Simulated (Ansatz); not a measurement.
GdP (CsCl-type structure), explained

The computed numbers are results of PBEsol, scalar-relativistic (collinear spin) in the plane-wave PAW code Ansatz at 420 eV, Γ-centred 10×10×10 mesh, 0.05 eV Gaussian smearing; PAW files: Ansatz's generated set soft_2.

This is a trial structure: such lanthanide and actinide compounds mostly take the rock-salt structure.

The relaxed structure (symmetry read at 0.01 Å). The structure is cubic, space group Pm-3m (No. 221). Conventional cell: a = 3.448 Å, b = 3.448 Å, c = 3.448 Å, α = 90.00°, β = 90.00°, γ = 90.00°. Gd (site symmetry m-3m) is surrounded by 8 P at 2.99 Å. P (site symmetry m-3m) is surrounded by 8 Gd at 2.99 Å. (Neighbours are counted to 15 % beyond the shortest distance.)

Results at this level of theory:

* Volume: 20.49 Å³/atom
* Band gap: zero (metallic)
* Density of states at the Fermi level: 0.37 states/(eV·atom)
* Magnetic state: ferromagnetic (the only order tried)
* Site spin moments: Gd 6.93; P -0.09 μB
* Spin moment of the cell: 6.99 μB
* f electrons (orthogonalised atomic orbitals): Gd 7.18
* Formation energy from the elements (0 K, uncorrected): -1.19 eV/atom
* Bulk modulus (Birch–Murnaghan): 87 GPa
* Pressure derivative B0′: 3.1

Formal charges Gd³⁺, P³⁻ leave Gd³⁺ with an open 4f⁷ shell. The run still finds no gap: within 0.1 eV of the Fermi level the projected states are 55 % Gd 5d, 33 % P 3p.

**Question.** What moment should the f shell carry?

**Answer.** Hund's first rule gives Gd³⁺ with 7 f electrons 7 unpaired spins, a spin moment of 7 μB; the run has 6.93 μB on Gd (atomic spheres) and 7.18 f electrons on orthogonalised orbitals. The moment is close to the ion's, so in this run the shell is localised and nearly fully polarised.

**Question.** How stiff is it, in energy terms?

**Answer.** B0·V0 = 86.9 GPa × 20.50 Å³ = 11.11 eV/atom sets the scale: near the minimum ΔE ≈ ½ B0 V0 x², with x = V/V0 − 1, and a pressure of 0.9 GPa squeezes the volume by about 1 %. At the ends of the curve: x = −4.0 % predicts 9.1 meV/atom and the run gives 9.6; x = +4.0 % predicts 8.7 meV/atom and the run gives 8.3. Compression costs more and expansion less than the parabola says, since the crystal stiffens as it shrinks; B0′ measures that.

Without a U the 4f levels of Gd lie too near the Fermi level, so their share of the states there, and what hangs on it, is overstated. Scalar-relativistic only: spin–orbit splittings of the heavy atoms' levels are missing. Site moments are of spin, integrated over atomic spheres. A displaced or strained copy of the relaxed cell lay 1.6 meV/atom lower, so the structure isn't a true minimum at this level, unless the mesh, which matters in a metal, makes it so. No antiparallel order was tried.
